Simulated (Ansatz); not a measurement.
# LaSiNi4: Ni vacancy

Computed with the plane-wave PAW code Ansatz (scalar-relativistic, PAW set soft_2): PBEsol, no spin polarisation, 420 eV cutoff, k-mesh 4×4×3 shifted by half a step.

The relaxed host crystal (no gap at this level of theory):

```yaml
crystal:
  lattice:
    - [2.57993, -4.09272, 0.00000]
    - [2.57993, 4.09272, 0.00000]
    - [0.00000, 0.00000, 3.93874]
  atoms:
    - { symbol: La, position: [0.00000, 0.00000, 0.00000] }
    - { symbol: Ni, position: [0.34116, 0.65884, 0.00000] }
    - { symbol: Ni, position: [0.65884, 0.34116, 0.00000] }
    - { symbol: Ni, position: [0.50000, 0.00000, 0.50000] }
    - { symbol: Ni, position: [0.00000, 0.50000, 0.50000] }
    - { symbol: Si, position: [0.50000, 0.50000, 0.50000] }
```

Supercell of 24 atoms, rows of the matrix [[1,1,-1],[-1,-1,-1],[-1,1,0]] times the cell vectors; Ni vacancy at (0.341, 0.659, 0.000) in fractions of the cell above. Atoms are relaxed at the host's cell.

Distances from the empty Ni site (Å), by shell of the perfect crystal:

```csv
shell,perfect crystal,"relaxed, charge 0"
2 Si,2.36,2.38
4 Ni,2.47,2.47
1 Ni,2.60,2.66
1 La,2.79,2.56
```

| charge | gap of the cell on the mesh (eV) |
| --- | --- |
| 0 | 0.00 |

Formation energy of the neutral defect: 1.02 eV, taking atoms from and to the elements' standard states (no corrections for gases), so it belongs to those chemical potentials alone.

Caveats: a metal with Cr, Mn, Fe, Co or Ni was run without spin, and may be magnetic; small supercell, so energies and levels can be off by tenths of an eV; the atoms kept the symmetry of the start, so a distorted state could lie lower.
